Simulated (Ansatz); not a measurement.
The relaxed structure here is a generated cell of Pt: the first start was made by placing the elements on the sites of a structure type, and the end was not matched to a known phase here, so it may be hypothetical. Known forms of Pt include space group No. 225.

A relaxed cell of Pt (Pm-3m (No. 221)), relaxed on a k-mesh at least as fine as the one used below. Level of theory: r2SCAN (plane waves to 500 eV, PAW, scalar-relativistic; Ansatz, a program for electronic structure). Γ-centred k-mesh 12×12×6 on the run's cell (coarser than for final values), Fermi–Dirac smearing 0.05 eV.

```yaml
crystal:
  lattice:
    - [2.60354, 0.00000, 0.00000]
    - [0.00000, 2.60354, 0.00000]
    - [0.00000, 0.00000, 5.20707]
  atoms:
    - { symbol: Pt, position: [0.00000, 0.00000, 0.00000] }
    - { symbol: Pt, position: [0.00000, 0.00000, 0.50000] }
```

The atoms are displaced by (Å):

```json
[
 {"atom": "Pt1", "ux": "-0.089", "uy": "-0.039", "uz": "0.145"},
 {"atom": "Pt2", "ux": "-0.011", "uy": "0.012", "uz": "-0.160"}
]
```

Question: What forces (eV/Å) and pressure result?

Answer: 
```json
[
 {"atom": "Pt1", "Fx": "-0.12", "Fy": "-0.08", "Fz": "-4.75"},
 {"atom": "Pt2", "Fx": "0.12", "Fy": "0.08", "Fz": "4.75"}
]
```

Pressure +13.4 GPa.

Question: Estimate the energy cost of the displacement in the harmonic approximation and compare with the calculation.

Answer: For a harmonic well ΔE = −½ Σ F·u = 0.719 eV a cell, or 359 meV/atom. The calculated energy relative to the undisplaced cell is +0.32 eV/atom, so anharmonic terms matter at this amplitude.

No spin polarisation in the result.

The run that gave the undisplaced cell could not lose the symmetry of its start; a randomly shaken copy of 2 atoms returns to this structure.
